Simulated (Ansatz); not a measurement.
Level: r2SCAN, no spin polarisation; 500 eV; 3×10×7 Γ-centred mesh; fermi-dirac occupations (width 0.1 eV); Ansatz 0.2.0, fixed geometry.

Computed maps in the lattice plane spanned by a (left to right, 11.16 Å, 26 points from zero) and c (bottom to top, 5.15 Å, 16 points from zero), 90° apart, at height 0.750 along b. The fields are smooth PAW ones with compensation charges, not the true ones near nuclei.

Valence density. Digits on a logarithmic scale: 0 up to 0.03 e/Å³, each further digit a factor of 1.6, 9 from 1.3 e/Å³ up:
```
42000000235776699996212488
63100000247998699995102699
85322210148999669973113799
96455420148999645542014899
96699731137998532221014899
86999951026996310000024799
66999962124884200000023577
45999964323552000000123455
35999966752221000002444332
23699779984100000014776311
13455589995100111137998410
12233489995101223348999510
01111379984101345558999510
00000147763112369977998410
10000024443323599996675222
20000001234554599996432355
```

The cell is CdHNF. Which atoms lie within 0.2 Å of this plane, and where (fractions of a and c)?

Cd at (0.14, 0.53), Cd at (0.64, 0.97), N at (0.45, 0.79), N at (0.95, 0.71), H at (0.94, 0.90), H at (0.44, 0.60), F at (0.30, 0.27), F at (0.80, 0.23). The whole cell:
```yaml
crystal:
  lattice:
    - [11.15907, 0.00000, 0.00000]
    - [0.00000, 3.39583, 0.00000]
    - [0.00000, 0.00000, 5.14585]
  atoms:
    - { symbol: Cd, position: [0.13816, 0.75000, 0.53130] }
    - { symbol: Cd, position: [0.36184, 0.25000, 0.03130] }
    - { symbol: Cd, position: [0.63816, 0.75000, 0.96870] }
    - { symbol: Cd, position: [0.86184, 0.25000, 0.46870] }
    - { symbol: N, position: [0.44900, 0.75000, 0.78700] }
    - { symbol: N, position: [0.05100, 0.25000, 0.28700] }
    - { symbol: N, position: [0.94900, 0.75000, 0.71300] }
    - { symbol: N, position: [0.55100, 0.25000, 0.21300] }
    - { symbol: H, position: [0.93940, 0.75000, 0.90290] }
    - { symbol: H, position: [0.56060, 0.25000, 0.40290] }
    - { symbol: H, position: [0.43940, 0.75000, 0.59710] }
    - { symbol: H, position: [0.06060, 0.25000, 0.09710] }
    - { symbol: F, position: [0.20400, 0.25000, 0.77400] }
    - { symbol: F, position: [0.29600, 0.75000, 0.27400] }
    - { symbol: F, position: [0.70400, 0.25000, 0.72600] }
    - { symbol: F, position: [0.79600, 0.75000, 0.22600] }
```

Origin: a known structure type with other elements, at an estimated volume, so it need not be a known compound. Caveats: many states at the Fermi level without spin polarisation, so a magnetic state may lie lower; atoms or cell far from equilibrium.
